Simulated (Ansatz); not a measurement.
Starting cell, TiO$_{2}$ (rutile):

```yaml
crystal:
  lattice:
    - [4.64353, 0.00000, 0.00000]
    - [0.00000, 4.64353, 0.00000]
    - [0.00000, 0.00000, 2.96370]
  atoms:
    - { symbol: Ti, position: [0.00000, 0.00000, 0.00000] }
    - { symbol: Ti, position: [0.50000, 0.50000, 0.50000] }
    - { symbol: O, position: [0.30512, 0.30512, 0.00000] }
    - { symbol: O, position: [0.80512, 0.19488, 0.50000] }
    - { symbol: O, position: [0.19488, 0.80512, 0.50000] }
    - { symbol: O, position: [0.69488, 0.69488, 0.00000] }
```

In each cell atom 2 (Ti, nearest neighbour O at 1.958 Å; its periodic images, 3.0 Å or more away, move with it) moves by s·(0.707, 0.707, 0.000) (along Cartesian [110]), the rest being held.

Calculation: PBE (plane waves to 420 eV, PAW, scalar-relativistic; Ansatz, a quantum-chemistry and plane-wave program). k mesh 6×6×9 (Γ-centred), Fermi-Dirac smearing 0.05 eV. E stands for the smeared free energy. The PAW data are Ansatz's earlier set. TiO2 is run without spin polarisation. TiO2 was relaxed with its symmetry unable to fall. ΔE is measured from the undisplaced structure.

```csv
s (Å),ΔE (meV/cell)
-0.200,408
-0.160,260
-0.120,145
-0.080,withheld
-0.040,16
0.000,0
0.040,16
0.080,withheld
0.120,145
0.160,260
0.200,408
```

Q: Fit an even polynomial form (powers 2, 4) to the given rows and predict ΔE at s = 0.080.

A: Least squares on the 9 given rows: ΔE = (10030)·s² + (4226)·s⁴, in meV/cell with s in Å; root-mean-square residual 0.3 meV/cell. At 0.080 the fit gives 64 meV/cell; the calculation gives 64 meV/cell, the same to the digits shown. The quadratic term alone would give 64 meV/cell.

(A displaced cell: forces are minus the slopes of the energy, force constants its curvatures, and phonons follow from these.)
